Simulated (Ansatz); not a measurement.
Br:
Space group Immm (No. 71); a = 2.578 Å, b = 3.139 Å, c = 6.668 Å, α = β = γ = 90.00°

```csv
atom,site,symmetry,x,y,z
Br,2a,mmm,0.0000,0.0000,0.0000
```
(The calculation used a cell of 1 atom; values per cell refer to that cell.)

Relaxed with LDA.

Q: Which orbitals make up the states near the Fermi level in LDA in the plane-wave PAW code Ansatz?

A: Within 0.5 eV of the Fermi level: Br 4p 97 %. Projections are on Löwdin-orthogonalised atomic valence shells; empty p or d shells of many metals are not among them.

Q: Tabulate the density of states.

A: States/eV per cell of 1 atom, in 0.25 eV bins, energy from the Fermi level.

| E (eV) | total | Br 4p | Br 4s |
|---|---|---|---|
| -7.85 | 0.00 | 0.00 | 0.00 |
| -7.60 | 0.00 | 0.00 | 0.00 |
| -7.35 | 0.00 | 0.00 | 0.00 |
| -7.10 | 0.00 | 0.00 | 0.00 |
| -6.85 | 0.00 | 0.00 | 0.00 |
| -6.60 | 0.00 | 0.00 | 0.00 |
| -6.35 | 0.23 | 0.23 | 0.00 |
| -6.10 | 0.30 | 0.30 | 0.00 |
| -5.85 | 0.38 | 0.37 | 0.01 |
| -5.60 | 0.41 | 0.40 | 0.01 |
| -5.35 | 0.29 | 0.27 | 0.01 |
| -5.10 | 0.38 | 0.36 | 0.01 |
| -4.85 | 0.50 | 0.48 | 0.02 |
| -4.60 | 0.51 | 0.49 | 0.02 |
| -4.35 | 0.59 | 0.57 | 0.02 |
| -4.10 | 0.65 | 0.63 | 0.02 |
| -3.85 | 0.71 | 0.69 | 0.02 |
| -3.60 | 0.73 | 0.71 | 0.02 |
| -3.35 | 0.69 | 0.67 | 0.02 |
| -3.10 | 0.75 | 0.73 | 0.02 |
| -2.85 | 0.83 | 0.81 | 0.02 |
| -2.60 | 0.96 | 0.93 | 0.02 |
| -2.35 | 1.08 | 1.06 | 0.02 |
| -2.10 | 1.17 | 1.15 | 0.02 |
| -1.85 | 1.21 | 1.18 | 0.02 |
| -1.60 | 1.15 | 1.12 | 0.01 |
| -1.35 | 1.02 | 1.00 | 0.01 |
| -1.10 | 1.10 | 1.07 | 0.02 |
| -0.85 | 1.28 | 1.25 | 0.01 |
| -0.60 | 1.38 | 1.35 | 0.02 |
| -0.35 | 1.13 | 1.11 | 0.01 |
| -0.10 | 0.56 | 0.54 | 0.01 |
| 0.15 | 0.42 | 0.40 | 0.01 |
| 0.40 | 0.38 | 0.36 | 0.01 |
| 0.65 | 0.36 | 0.34 | 0.01 |
| 0.90 | 0.34 | 0.33 | 0.01 |
| 1.15 | 0.33 | 0.31 | 0.01 |
| 1.40 | 0.17 | 0.16 | 0.01 |
| 1.65 | 0.15 | 0.14 | 0.01 |
| 1.90 | 0.16 | 0.15 | 0.01 |
| 2.15 | 0.16 | 0.15 | 0.01 |
| 2.40 | 0.17 | 0.16 | 0.00 |
| 2.65 | 0.18 | 0.18 | 0.00 |
| 2.90 | 0.21 | 0.20 | 0.00 |
| 3.15 | 0.25 | 0.24 | 0.00 |
| 3.40 | 0.36 | 0.36 | 0.00 |
| 3.65 | 0.30 | 0.29 | 0.00 |
| 3.90 | 0.09 | 0.09 | 0.00 |
| 4.15 | 0.00 | 0.00 | 0.00 |
| 4.40 | 0.00 | 0.00 | 0.00 |
| 4.65 | 0.00 | 0.00 | 0.00 |

The first step of the workflow began from a Materials Project structure, measured or hypothetical; the Crystallography Open Database copy checked does not list it. It is not the usual solid phase (space group No. 64). The LDA relaxation kept the symmetry of its start; its stability against distortions is not shown here. The substance is a gas or liquid at ambient conditions. With an odd number of electrons in the cell and no spin polarisation, the count alone makes it a metal. Spin–orbit coupling is left out wherever it is not named.

Potentials: the later of the program's two PAW sets.
